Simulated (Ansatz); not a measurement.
# YSb$_{2}$: relaxation (Ansatz)

Launch command:

```bash
ansatz run input.yaml --threads 2 --pin off --max-ram 2560MiB --backend cpu --events-out ev --progress --plain --runs-dir out
```

Input:

```yaml
crystal:
  lattice:
    - [-3.546201, 3.546201, 3.097868]
    - [3.546201, -3.546201, 3.097868]
    - [3.546201, 3.546201, -3.097868]
  atoms:
    - { symbol: Sb, position: [0.65156, 0.15156, 0.80312] }
    - { symbol: Sb, position: [0.15156, 0.34844, 0.5] }
    - { symbol: Sb, position: [0.34844, 0.84844, 0.19688] }
    - { symbol: Sb, position: [0.84844, 0.65156, 0.5] }
    - { symbol: "Y", position: [0.25, 0.25, 0.0] }
    - { symbol: "Y", position: [0.75, 0.75, 0.0] }
  symmetry: { tolerance: 0.0003 }
kpoints:
  mp_grid: { grid: [7, 7, 7], shift: [0, 0, 0] }
magnetization:
  spin_polarized: false
scf:
  occupations: { method: fermi_dirac }
  lower_state_search: "off"
hamiltonian:
  pseudopotentials: { kind: paw }
  xc: r2scan
basis:
  ecutwfc: 500
  fft_grid_basis: typed
relax:
  max_steps: 80
  cell: { p_target: 0.0 }
output:
  forces: true
  stress: true
  eigenvalues: true
  bader: true
  populations: true
  elf: true
  write_potential: true
  volumetric_format: npy
  dos:
    e_range: [-12, 8]
    de: 0.05
    projected: { site_lists: { Sb: [Sb], "Y": ["Y"] } }
  write_density: true
checkpoint:
  read: saved_state
```

Origin of the cell: a known structure type with other elements, at an estimated volume, so it need not be a known compound.

The smearing width isn't typed, so it takes its default of 0.1 eV.

The saved state is a converged single point of the same cell.

Steps («new basis» is an SCF on plane waves selected anew at the same cell):

```
step  ΔF (meV/atom)  max force component (eV/Å)  P (GPa)  volume (Å³)  SCF iterations   step was
   1            0.0                       0.535     5.48       155.83               6   accepted
   2          -96.8                       0.181     1.01       165.94               7   accepted
   3         -137.8                       0.189     1.13       168.12               7   accepted
   4         -155.9                       0.117     0.04       171.64               7   accepted
   5         -165.9                       0.058    -0.25       173.96               7   accepted
   6         -188.4                       0.170    -0.18       174.24               7   accepted
   7         -221.1                       0.228    -0.20       173.70               7   accepted
   8         -235.8                       0.067     0.21       171.36               7   accepted
   9         -212.4                       0.333     2.68       165.99               7   rejected
  10         -235.5                       0.024    -0.14       172.61              11   rejected
  11         -237.3                       0.000    -0.02       172.02              10   accepted
  12         -237.3                       0.000     0.01       171.97               5   accepted
  13         -249.5                       0.001     0.64       171.97               7  new basis
  14         -252.4                       0.001     0.17       173.39               6   accepted
  15         -252.7                       0.004    -0.04       174.09               5   accepted
  16         -252.7                       0.001     0.00       173.95               5   accepted
  17         -252.8                       0.001     0.00       173.95               5  new basis
```

Before:

Space group I4/mcm (No. 140); the run's cell has a = 5.895 Å, b = 5.895 Å, c = 5.895 Å, α = 106.03°, β = 106.03°, γ = 116.59°. Shortest distances: Sb–Sb 3.04 Å, Y–Y 3.10 Å, Sb–Y 3.11 Å.

The relaxed structure.

Space group I4/mcm (No. 140); the run's cell has a = 6.194 Å, b = 6.194 Å, c = 6.194 Å, α = 117.46°, β = 117.46°, γ = 94.46°. Shortest distances: Sb–Sb 2.93 Å, Sb–Y 3.20 Å.

```yaml
crystal:
  lattice:
    - [-3.21539, 3.21539, 4.20620]
    - [3.21539, -3.21539, 4.20620]
    - [3.21539, 3.21539, -4.20620]
  atoms:
    - { symbol: Sb, position: [0.66116, 0.16116, 0.82233] }
    - { symbol: Sb, position: [0.16116, 0.33884, 0.50000] }
    - { symbol: Sb, position: [0.33884, 0.83884, 0.17767] }
    - { symbol: Sb, position: [0.83884, 0.66116, 0.50000] }
    - { symbol: Y, position: [0.25000, 0.25000, 0.00000] }
    - { symbol: Y, position: [0.75000, 0.75000, 0.00000] }
```

- Free energy lowered by: 252.8 meV/atom
- Volume change: 11.63 %
- Final pressure: 0.00 GPa
- Relaxation steps listed: 17

Caveats: no spin-orbit coupling, though heavy elements are present; the relaxation held the start's symmetry, so the end may be a saddle point.

Time: 470 s of wall time on 2 CPU thread(s) of a shared host, from a saved density.
